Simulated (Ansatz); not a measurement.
PtS$_{2}$:
```
CELL_PARAMETERS angstrom
      3.55080     0.00000     0.00000
     -1.77540     3.07508     0.00000
      0.00000     0.00000     5.20270
ATOMIC_POSITIONS crystal
  Pt 0.00000 0.00000 0.00000
  S  0.33333 0.66667 0.23558
  S  0.66667 0.33333 0.76442
```

Relaxed with r²SCAN+D4.

Task: Give the Bader charges and basin volumes of the independent atoms, DFT-r²SCAN+D4 in the program Ansatz with PAW potentials.

Result: 

| atom | Bader charge (e) | Bader volume (Å³) |
|---|---|---|
| Pt1 | +0.53 | 16.0 |
| S2 | -0.27 | 20.4 |

Space group P-3m1 (CdI2 type). The r²SCAN+D4 relaxation kept the symmetry of its start. No spin polarisation was allowed. Spin–orbit coupling is left out wherever it is not named.

Potentials: the later of the program's two PAW sets.
